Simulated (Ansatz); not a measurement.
BaTaO$_{3}$ (cubic perovskite, Pm-3m) under volume change, LDA (plane waves, PAW; program Ansatz), scaled uniformly.

```
V (Å³/atom)  E − E(relaxed) (meV/atom)  P (GPa)
-----------  -------------------------  -------
11.982                            83.3    24.55
12.377                            34.9    14.98
12.772                             [?]      [?]
13.167                             0.0     0.00
13.562                             [?]      [?]
13.957                            28.0   -10.77
14.352                            59.8   -14.94
```

**Question.** Complete the blanks.

**Answer.** 
- 13.562, E − E(relaxed) (meV/atom): 7.4
- 13.562, P (GPa): -5.83
- 12.772, E − E(relaxed) (meV/atom): 8.2
- 12.772, P (GPa): 6.88

**Question.** What does a third-order Birch–Murnaghan fit give for V₀, B₀ and B′?

**Answer.** V₀ = 13.17 Å³/atom, B₀ = 210 GPa, B′ = 4.5.

The workflow started from a Materials Project entry (that database holds measured and hypothetical structures alike); the Crystallography Open Database copy checked does not list it. Its standing as an ambient phase is unchecked. The cell was relaxed with LDA under the symmetry of its start; of distortions, only those at the zone centre were tested. No spin polarisation was allowed. Scalar-relativistic: spin–orbit coupling is off unless named, which matters more the heavier the elements.

Potentials: the later of the program's two PAW sets.
